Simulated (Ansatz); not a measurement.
The relaxed structure here is a generated cell of Cu2O: the first start was made by placing the elements on the sites of a structure type, and the end was not matched to a known phase here, so it may be hypothetical. Known forms of Cu2O include space group No. 224.

One starting cell of Cu₂O (a generated trial cell of Cu2O in the AFLOW prototype A2B_hP9_147_g_ad (B_b, as in ZnAg2)) was relaxed twice with Ansatz (plane waves, PAW, scalar-relativistic): with r2SCAN at 500 eV and with PBE at 420 eV. The r2SCAN result:

```xyz
9
Lattice="5.6622 0.0000 0.0000 -2.8311 4.9036 0.0000 0.0000 0.0000 4.2150" Properties=species:S:1:pos:R:3 pbc="T T T"
O      0.0000     0.0000     0.0000
O      2.8311     1.6345     2.3660
O      0.0000     3.2691     1.8490
Cu     2.8311     3.2732     3.1635
Cu     4.2502     0.8152     3.1635
Cu     1.4120     0.8152     3.1635
Cu     0.0000     1.6304     1.0515
Cu    -1.4191     4.0884     1.0515
Cu     1.4191     4.0884     1.0515
```

```json
[
 {"quantity": "space group", "r2SCAN": "P-3m1", "PBE": "P-3m1"},
 {"quantity": "volume (Å³/atom)", "r2SCAN": "13.00", "PBE": "13.73"},
 {"quantity": "a (Å)", "r2SCAN": "5.662", "PBE": "5.759"},
 {"quantity": "c (Å)", "r2SCAN": "4.215", "PBE": "4.303"},
 {"quantity": "gap (eV, no spin-orbit coupling)", "r2SCAN": "0.05", "PBE": "0.00"}
]
```

Both levels end in the same structure; PBE's volume is 5.6 % larger; its gap is 0.05 eV smaller, so that PBE closes a gap that the other level keeps. Neither column is exact.

No spin polarisation in the result. The d or f electrons are treated with no Hubbard U.

The run could not lose the symmetry of its start; a randomly shaken copy of 9 atoms returns to this structure.

Ansatz is a first-principles code.
